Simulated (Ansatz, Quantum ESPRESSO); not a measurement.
Given: the input of a run of Ansatz 0.2.0 on HPbNO4. Atoms were shifted at random by some hundredths of an Å from the given cell, which wasn't relaxed again for these runs. The cell comes from a database or a generator and needn't be the stable form of this composition.

Contents of input.yaml:

```yaml
crystal:
  lattice:
    - [4.19923, 0.11117, 0.16817]
    - [1.916, 3.89132, 0.12568]
    - [1.76085, 1.25259, 6.37266]
  atoms:
    - { symbol: H, position: [0.880371, 0.670816, 0.63301] }
    - { symbol: Pb, position: [0.143167, 0.91735, 0.887232] }
    - { symbol: "N", position: [0.265422, 0.294013, 0.301679] }
    - { symbol: O, position: [0.838865, 0.643351, 0.780962] }
    - { symbol: O, position: [0.380736, 0.209989, 0.11302] }
    - { symbol: O, position: [0.309526, 0.046767, 0.457954] }
    - { symbol: O, position: [0.066708, 0.602924, 0.320961] }
kpoints:
  mp_grid: { grid: [7, 7, 5] }
scf:
  occupations: { method: fermi_dirac, width: 0.05 }
hamiltonian:
  xc: pbe
  pseudopotentials: { kind: all_electron, lapw: { basis_error: 0.002 } }
output:
  forces: true
  stress: true
  eigenvalues: true
  populations: true
```

Potentials or basis: all-electron LAPW, scalar-relativistic.

Run with:

```bash
$ ansatz run input.yaml --threads 8 --pin off --max-ram 24576MiB --backend cpu --events-out ev --progress --plain --runs-dir out
```

What does the same run look like in Quantum ESPRESSO 7.5? Potentials or basis there: SSSP 1.3 efficiency PBE, cutoff 816 eV.

As run (cutoffs and basis follow the program's own potentials, and thresholds, step limits or extra output files can differ):

File pw.in:

```
&CONTROL
  calculation = 'scf'
  prefix = 'pwscf'
  outdir = './tmp'
  pseudo_dir = './pseudo'
  tprnfor = .true.
  tstress = .true.
  disk_io = 'nowf'
/
&SYSTEM
  ibrav = 0
  nat = 7
  ntyp = 4
  ecutwfc = 60
  ecutrho = 480
  nbnd = 31
  occupations = 'smearing'
  smearing = 'fd'
  degauss = 0.00367493
/
&ELECTRONS
  conv_thr = 1.4d-09
  electron_maxstep = 120
  mixing_beta = 0.5
/
ATOMIC_SPECIES
H      1.0080 H.pbe-rrkjus_psl.1.0.0.UPF
Pb   207.2000 Pb.pbe-dn-kjpaw_psl.0.2.2.UPF
N     14.0070 N.pbe-n-radius_5.UPF
O     15.9990 O.pbe-n-kjpaw_psl.0.1.UPF
CELL_PARAMETERS angstrom
   4.1992300000    0.1111700000    0.1681700000
   1.9160000000    3.8913200000    0.1256800000
   1.7608500000    1.2525900000    6.3726600000
ATOMIC_POSITIONS crystal
H      0.8803710000    0.6708160000    0.6330100000
Pb     0.1431670000    0.9173500000    0.8872320000
N      0.2654220000    0.2940130000    0.3016790000
O      0.8388650000    0.6433510000    0.7809620000
O      0.3807360000    0.2099890000    0.1130200000
O      0.3095260000    0.0467670000    0.4579540000
O      0.0667080000    0.6029240000    0.3209610000
K_POINTS automatic
7 7 5 0 0 0
```

Potentials or basis: SSSP 1.3 efficiency PBE.

Run with:

```sh
$ OMP_NUM_THREADS=1 mpirun -n 4 pw.x -nk 4 -in pw.in > pw.out
```

Both were run:

|  | Ansatz | Quantum ESPRESSO |
| --- | --- | --- |
| Pressure | 2.1 GPa | 2.0 GPa |
| Largest force | 2.542 eV/Å | 2.564 eV/Å |

Where Ansatz's input types no cutoff or centring, it takes its own default and a Γ-centred mesh.

Pressure is positive in compression.
